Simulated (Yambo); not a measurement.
Yambo run on ScOF (space group P2_1/c, No. 14). The wavefunctions are PBEsol (Quantum ESPRESSO, PseudoDojo norm-conserving, 84 Ry, no spin-orbit coupling) ones on a 2×2×2 mesh (48 occupied bands); a = 5.184 Å, b = 5.156 Å, c = 5.250 Å, α = 90.00°, β = 99.86°, γ = 90.00°.

Yambo input:

```
rim_cut
gw0
dyson
el_el_corr
HF_and_locXC
ppa
em1d
RandQpts= 1000000
RandGvec= 1 Ry
EXXRLvcs= 84 Ry
VXCRLvcs= 336 Ry
Chimod= "HARTREE"
% BndsRnXp
 5 | 278 |
%
NGsBlkXp= 2 Ry
% LongDrXp
 1.0 | 1.0 | 1.0 |
%
PPAPntXp= 27.2114 eV
% GbndRnge
 1 | 278 |
%
GTermKind= "BG"
DysSolver= "n"
ExtendOut
% QPkrange
 3 | 3 | 48 | 48 |
 5 | 5 | 48 | 49 |
%
```

k points by index: 3 = (0, -0.5, 0), 5 = (-0.5, 0, 0).

The o-*.qp file then holds:

```
#    K-point    Band    Eo [eV]    E [eV]    E-Eo [eV]    Vxc [eV]    Vnlxc [eV]    Sc|Eo [eV]    Sc|E [eV]    dSc/dw|Eo [eV]    Re(Z)    Im(Z)
#
    3    48    0.000000    -0.933870    -0.933870    -20.00467    -24.98456    3.850429    4.046022    -5.698588    0.826842    -0.001098
    5    48    -0.127994    -1.074594    -0.946600    -19.90767    -24.87643    3.824003    4.022157    -5.695545    0.826918    -0.001109
    5    49    4.507606    6.976891    2.469285    -17.00517    -9.513803    -4.544965    -5.022084    -5.257553    0.838073    -0.001029
```
(The two width columns are left out.) Convergence of these settings isn't established.

Geometry of the Materials Project entry, not relaxed at this level.

The structure is a Materials Project entry; no match was found in the copy of COD used, and its stability was not checked.
